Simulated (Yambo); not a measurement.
Mg₂ZnP₂ (space group P3m1, No. 156): a test of whether the lowest BSE state is resolved, against the k mesh (Yambo, LDA bands; otherwise 6 valence and 10 conduction bands, static screening with 58 bands and a 3 Ry block, scissor 0.92 eV, Tamm-Dancoff).

```csv
k mesh,direct gap (eV),lowest state (eV),difference (eV),k points taking part,rough cost
3×3×2,2.12,2.03,0.09,1.0,about 1/20
6×6×2,2.12,1.98,0.13,1.0,about 1/4
6×6×4,2.12,2.00,0.11,1.0,1
```

The last step moves the difference by 0.02 eV. Even the densest mesh doesn't resolve the state: none of these energies is a result, and the difference is no binding energy.

These are vertical excitations (zero momentum); the indirect quasiparticle gap, about 1.76 eV, is smaller than the direct one (2.12 eV on the GW mesh). The scissor comes from a G0W0 run whose convergence isn't established; costs are rough.

Geometry of the Materials Project entry, not relaxed at this level; primitive cell a = b = 4.0141 Å, c = 6.5439 Å, α = β = 90.00°, γ = 120.00°.

The structure is a Materials Project entry; no match was found in the copy of COD used, and its stability was not checked.
